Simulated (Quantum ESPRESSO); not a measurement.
Inputs of pw.x and gipaw.x (a modified build of Quantum ESPRESSO, PBE) for BP; the starting potential comes from an earlier run on another mesh:

```
&CONTROL
  calculation = 'scf'
  prefix = 'x'
  pseudo_dir = './pseudo'
  outdir = './out'
  tprnfor = .true.
/
&SYSTEM
  ibrav = 0
  nat = 2
  ntyp = 2
  ecutwfc = 40
  ecutrho = 160
  occupations = 'fixed'
  nbnd = 4
/
&ELECTRONS
  conv_thr = 1e-11
  startingpot = 'file'
/
ATOMIC_SPECIES
B 10.810 B.GGA_PBE-JTH.UPF
P 30.974 P.GGA_PBE-JTH.UPF
CELL_PARAMETERS angstrom
    0.000000000000     2.288730700000     2.254739650000
    2.254739650000     0.000000000000     2.254739650000
    2.254739650000     2.288730700000    -0.000000000000
ATOMIC_POSITIONS crystal
B      0.000000000000     0.000000000000     0.000000000000
P      0.250000000000     0.250000000000     0.250000000000
K_POINTS automatic
10 10 10 1 1 1
```

```
&INPUTGIPAW
  job = 'nmr'
  prefix = 'x'
  tmp_dir = './out/'
  restart_mode = 'from_scratch'
  pawproj(1) = .true.
  pawproj(2) = .true.
  use_nmr_macroscopic_shape = .false.
/
```

The cell was made here from a computed Materials Project entry: strained by +1 % along the cube axis and by -0.5 % across it, atoms relaxed (PBE without dispersion, pw.x of Quantum ESPRESSO, symmetry kept). The parent is BP in F-43m. Stability against distortions was not tested.

**Question.** Give the final section of the GIPAW output.

**Answer.** 
```
     f-sum rule (should be    -8.1705):
            -8.1697         -0.0000         -0.0000
            -0.0000         -8.1697          0.0000
             0.0000         -0.0000         -8.1697

     Total NMR chemical shifts in ppm: ---------------------------------------
     (adopting the Simpson convention for anisotropy and asymmetry)-----------

     Atom  1  B   pos: (  0.000000  0.000000  0.000000)  Total sigma:         123.87
           125.3162          0.0000          0.0000
             0.0000        120.9803         -0.0000
            -0.0000         -0.0000        125.3162

     B       1    anisotropy:     -4.34    eta:    0.0000
     B       1    sigma_11=    125.32
     B       1    sigma_22=    125.32
     B       1    sigma_33=    120.98

     Atom  2  P   pos: (  0.350899  0.356188  0.350899)  Total sigma:         433.12
           440.9351         -0.0000          0.0000
             0.0000        417.4993          0.0000
             0.0000          0.0000        440.9351

     P       2    anisotropy:    -23.44    eta:    0.0000
     P       2    sigma_11=    440.94
     P       2    sigma_22=    440.94
     P       2    sigma_33=    417.50
```
The printed anisotropy is 3/2 (σ_33 − σ_iso) in the program's own order; the axes are left out here. Anisotropies that symmetry doesn't fix are less certain than the isotropic values. These are absolute shieldings with no macroscopic susceptibility term; δ = σ_ref − σ needs a reference computed alike. By our sweeps, such settings leave a few ppm in absolute σ. The datasets of P hold no d projectors, which limits absolute σ on these atoms. The band gap at this level is small, which makes the paramagnetic part of σ large and sensitive to the functional.
